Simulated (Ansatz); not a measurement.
Relaxed KF (rock salt):

```yaml
crystal:
  lattice:
    - [0.00000, 5.31833, 5.31833]
    - [2.65916, 0.00000, 2.65916]
    - [2.65916, 2.65916, 0.00000]
  atoms:
    - { symbol: F, position: [0.00000, 0.00000, 0.00000] }
    - { symbol: F, position: [0.50000, 0.00000, 0.00000] }
    - { symbol: K, position: [0.25000, 0.50000, 0.50000] }
    - { symbol: K, position: [0.75000, 0.50000, 0.50000] }
```

The atoms are displaced by Q × the pattern below (from a DFPT mode at L = (0.5, 0.0, 0.0), largest move 1; Q in Å), at fixed cell. (q is in reciprocal vectors of the primitive cell; the cell shown is doubled to hold the pattern.)

```csv
atom,x,y,z
K3,-0.577,0.577,0.577
K4,0.577,-0.577,-0.577
```

Atoms not listed stay in place.

Level of theory: r2SCAN (plane waves to 500 eV, PAW, scalar-relativistic; Ansatz, a program for electronic structure). k mesh 11×11×11 (Γ-centred), Fermi-Dirac smearing 0.05 eV. KF was relaxed with its symmetry unable to fall. 

```tsv
Q (Å)	−dE/dQ from forces (eV/Å)
-0.100	1.119
-0.083	0.933
-0.067	0.747
-0.050	0.560
-0.033	0.374
-0.017	0.187
0.000	0.000
0.017	-0.187
0.033	-0.374
0.050	-0.560
0.067	-0.747
0.083	-0.933
0.100	-1.119
```

What harmonic wavenumber does the curvature at Q = 0 give?

198 cm⁻¹. E″ = 11.22 eV/Å², M = Σ mᵢ|uᵢ|² = 78.2 u, ν̃ = 521.5·√(|E″|/M).

(For displaced atoms, the force is minus the slope of the energy, and its curvature is a force constant, which sets phonon frequencies.)
